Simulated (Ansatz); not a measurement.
SiRu:
Space group P2₁3 (No. 198); a = 4.7064 Å, b = 4.7064 Å, c = 4.7064 Å, α = 90.00°, β = 90.00°, γ = 90.00°

```tsv
atom	site	symmetry	x	y	z
Si	4a	.3.	0.8376	0.8376	0.8376
Ru	4a	.3.	0.1295	0.1295	0.1295
```

Relaxed with r²SCAN. 

### Question
HSE06 on this cell (Ansatz, a program for electronic structure, PAW) gives a gap of 0.75 eV. What does r²SCAN give?

### Answer
0.29 eV.

Cost on shared cores: the r²SCAN run (SCF on a 6×6×6 mesh, then bands and DOS) about 2.3 core-minutes (a rough figure), the HSE06 run (SCF on 4×4×4, then a few points) very roughly 2.1 core-minutes; the tasks are unlike.

Space group P2_13. Symmetry was held in the r²SCAN relaxation. The run is not spin-polarised. Spin–orbit coupling is left out wherever it is not named.

Potentials: the earlier of the program's two PAW sets.

Ansatz is a plane-wave DFT program.
